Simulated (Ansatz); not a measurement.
The relaxed structure here is a generated cell of Sn: the first start was made by placing the elements on the sites of a structure type, and the end was not matched to a known phase here, so it may be hypothetical. Known forms of Sn include space group No. 141, 227.

One starting cell of Sn (a generated trial cell of Sn in the AFLOW prototype A_cI16_220_c (as in Li)) was relaxed twice with Ansatz (plane waves, PAW, scalar-relativistic): with PBEsol at 420 eV and with PBE at 420 eV. The PBEsol result:

```yaml
crystal:
  lattice:
    - [-3.77701, 3.77701, 3.77701]
    - [3.77701, -3.77701, 3.77701]
    - [3.77701, 3.77701, -3.77701]
  atoms:
    - { symbol: Sn, position: [0.39402, 0.39402, 0.39402] }
    - { symbol: Sn, position: [0.50000, 0.00000, 0.10598] }
    - { symbol: Sn, position: [0.00000, 0.10598, 0.50000] }
    - { symbol: Sn, position: [0.10598, 0.50000, 0.00000] }
    - { symbol: Sn, position: [0.89402, 0.89402, 0.89402] }
    - { symbol: Sn, position: [0.50000, 0.00000, 0.60598] }
    - { symbol: Sn, position: [0.00000, 0.60598, 0.50000] }
    - { symbol: Sn, position: [0.60598, 0.50000, 0.00000] }
```

```json
[
 {"quantity": "space group", "PBEsol": "I-43d", "PBE": "I-43d"},
 {"quantity": "volume (Å³/atom)", "PBEsol": "26.94", "PBE": "(withheld)"},
 {"quantity": "a (Å)", "PBEsol": "7.554", "PBE": "(withheld)"},
 {"quantity": "gap (eV, no spin-orbit coupling)", "PBEsol": "0.00", "PBE": "(withheld)"}
]
```

What does PBE give for the same quantities?


- volume (Å³/atom), PBE: 28.59
- a (Å), PBE: 7.705
- gap (eV, no spin-orbit coupling), PBE: 0.00

Both levels end in the same structure; PBE's volume is 6.1 % larger. Neither column is exact.

No spin polarisation in the result.

The run could not lose the symmetry of its start, so the end can be a saddle point.

Ansatz is a first-principles code.
